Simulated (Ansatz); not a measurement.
Consider the following.

AlN:
```
AlN
1.0
    0.00000     2.01885     2.01885
    2.01885     0.00000     2.01885
    2.01885     2.01885     0.00000
Al N
1 1
Cartesian
  2.01885   2.01885   2.01885
  0.00000   0.00000   0.00000
```

This is the r²SCAN-relaxed structure.

**Question.** All from r²SCAN (plane waves, PAW; program Ansatz), unless another level is named. Predict the hole effective mass, band 2 of 3 at the edge.

**Answer.** 0.89 along [100], 0.89 along [110], 2.0 along [111] (mₑ).

**Question.** What about the weight of the valence-edge state by species (Voronoi cells)?

**Answer.** N 89 %, Al 11 %.

**Question.** Predict the conduction-band minimum.

**Answer.** at X (3 equivalent valleys).

**Question.** Give the valence-band maximum.

**Answer.** at Γ.

Space group Fm-3m (rock salt). This is a known high-pressure phase of the composition, computed here at zero pressure and temperature. The r²SCAN relaxation kept the symmetry of its start; whether a distortion lowers the energy is not shown.

Potentials: the later of the program's two PAW sets.

Edges and masses are those of Kohn–Sham bands, whose gap is no quasiparticle gap.
